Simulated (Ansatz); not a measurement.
One crystal and one scan (scan of one atom of the cell) at two levels, r2SCAN (plane waves to 500 eV, PAW, scalar-relativistic; Ansatz, a program for electronic structure) and PBE (plane waves to 420 eV, PAW, scalar-relativistic; Ansatz), each from its own relaxed cell and on its own mesh. The cell shown is that of r2SCAN.

Starting cell, TiN (rock salt):

```xyz
2
Lattice="0.0000 2.1167 2.1167 2.1167 0.0000 2.1167 2.1167 2.1167 0.0000" Properties=species:S:1:pos:R:3 pbc="T T T"
N      0.0000     0.0000     0.0000
Ti     2.1167     2.1167     2.1167
```

In this cell atom 2 (Ti, nearest neighbour N at 2.117 Å; its periodic images, 3.0 Å or more away, move with it) is moved by s along Cartesian x, unit vector (1.000, 0.000, 0.000); all other atoms and the cell stay fixed.

Energies are smeared free energies. The PAW data are Ansatz's earlier set. TiN is run without spin polarisation. TiN was relaxed with its symmetry unable to fall. (PBE) Left out: 4 of 11 points, with atoms too close for the PAW data. (r2SCAN) Left out: 4 of 11 points, with atoms too close for the PAW data. With partly filled bands, energies and forces of such displacements shift with the k mesh and the smearing. Percentages come from the unrounded values.

Results of r2SCAN:

```
Quantity                                                                                                                   Value
----------------------------------------------------------------  --------------------------------------------------------------
Lattice constant a (Å)                                                                                                     4.233
Force constant k = d²E/ds² at s = 0 (finite differences) (eV/Å²)                                                           10.75
Zone-centre optical wavenumber from k (cm⁻¹)                                                                                 519
Shape of the curve                                                a single well with its minimum at or next to zero displacement
```

Question: What does PBE give for the same quantities?

Answer: 
```tsv
quantity	PBE	r2SCAN − PBE
Lattice constant a (Å)	4.247	-0.014 (-0.3 %)
Force constant k = d²E/ds² at s = 0 (finite differences) (eV/Å²)	10.04	+0.71 (+7.0 %)
Zone-centre optical wavenumber from k (cm⁻¹)	502	+17 (+3.4 %)
```

r2SCAN gives the higher value for: force constant k = d²E/ds² at s = 0; zone-centre optical wavenumber from k. r2SCAN gives the lower value for: lattice constant a. Both give the same shape of the curve: a single well with its minimum at or next to zero displacement.

(For displaced atoms, the force is minus the slope of the energy, and its curvature is a force constant, which sets phonon frequencies.)
